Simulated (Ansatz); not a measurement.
The guess for ZnSn2N2 was made by a generator: random cell by space group and Wyckoff sites (Cmmm, No. 65). Its size is a rough estimate.

```cif
data_structure
_symmetry_space_group_name_H-M 'P 1'
_symmetry_Int_Tables_number 1
_cell_length_a 3.3677
_cell_length_b 3.3677
_cell_length_c 7.7453
_cell_angle_alpha 90.000
_cell_angle_beta 90.000
_cell_angle_gamma 91.343
_cell_volume 87.82
loop_
_atom_site_label
_atom_site_type_symbol
_atom_site_fract_x
_atom_site_fract_y
_atom_site_fract_z
_atom_site_occupancy
Zn1 Zn 0.50000 0.50000 0.00000 1
Sn1 Sn 0.00000 0.00000 0.50000 1
Sn2 Sn 0.50000 0.50000 0.50000 1
N1 N 0.84793 0.15207 0.00000 1
N2 N 0.15207 0.84793 0.00000 1
```

Level of theory: DFT PBE, scalar-relativistic, plane waves, PAW in Ansatz. Cutoff 420 eV, Gaussian smearing, Γ-centred meshes. Cell and atoms relax first on a coarse mesh and then on a finer one. In between, the cell is made exact in the group found at 0.06 Å. In metals the finer mesh still leaves noise of several meV/atom or more. The steps can't lower the symmetry of their start. No spin polarisation.

A guess keeps its type if space group and coordination stay and the shape of the cell changes little (axis ratios within about 15 %, angles within 6°); the volume may change.

Problem. Will the relaxed cell still be of the starting type?

Solution. It doesn't keep its type. The symmetry stays Cmmm (No. 65). The volume per atom grows by 40.6 %, from 17.6 to 24.7 Å³. The shortest distance goes from 1.47 Å (N–N) to 1.13 Å (N–N). The end holds N–N pairs as short as in free N₂ molecules (shortest 1.13 Å). Counting neighbours within 15 % of an atom's shortest distance, the start has N 2, Sn 4, Zn 2 and the end N 1, Sn 4/6, Zn 8. In detail, at the end Zn has 2 N at 2.83 Å, 2 Sn at 2.84 Å and 4 N at 3.25 Å; around Sn on its first site lie 4 N at 2.90 Å, 2 Sn at 3.20 Å and 2 Sn at 3.40 Å; N is surrounded by 1 N at 1.13 Å, 1 Zn at 2.83 Å, 2 Sn at 2.90 Å and 2 Zn at 3.25 Å; 1 more site not described.

```
Zn Sn N
1.0
     3.19705   -3.39766    0.00000
     3.19705    3.39766    0.00000
     0.00000    0.00000    5.68361
Zn Sn N
1 2 2
Direct
  0.50000 0.50000 0.00000
  0.00000 0.00000 0.50000
  0.50000 0.50000 0.50000
  0.91673 0.08327 0.00000
  0.08327 0.91673 0.00000
```

The last run used an 8×8×8 mesh for its 5-atom cell and Gaussian smearing of 0.10 eV. A structure relaxed within its symmetry needn't be a true minimum. Another cell of ZnSn2N2 relaxed alike, in P-3m1, lies 41 meV/atom lower, so this cell isn't the stable form at this level.

In counts of neighbours, a slash parts the counts of unlike sites.
